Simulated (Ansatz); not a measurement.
Crystals of one structure type (zinc blende) and one family of elements, relaxed and computed with r²SCAN in the plane-wave PAW code Ansatz.

```tsv
crystal	V (Å³/atom)	gap (eV)
ZnS	19.56	2.70
ZnSe	22.73	1.87
CdS	25.38	?
CdSe	28.84	1.04
CdTe	35.25	1.16
```

Problem. Fit a straight line to E_g against V and predict the withheld value.

Solution. Least squares on the 4 shown rows: E_g = -0.096 × V + (4.246), with a scatter of 0.33. For CdS this gives 1.81. The run itself gave 1.54, within the scatter.

All cells were relaxed under the symmetry of their starts (and spin orders); stability against distortions was not tested throughout. Spin–orbit coupling is left out wherever it is not named.

Potentials: the later of the program's two PAW sets.
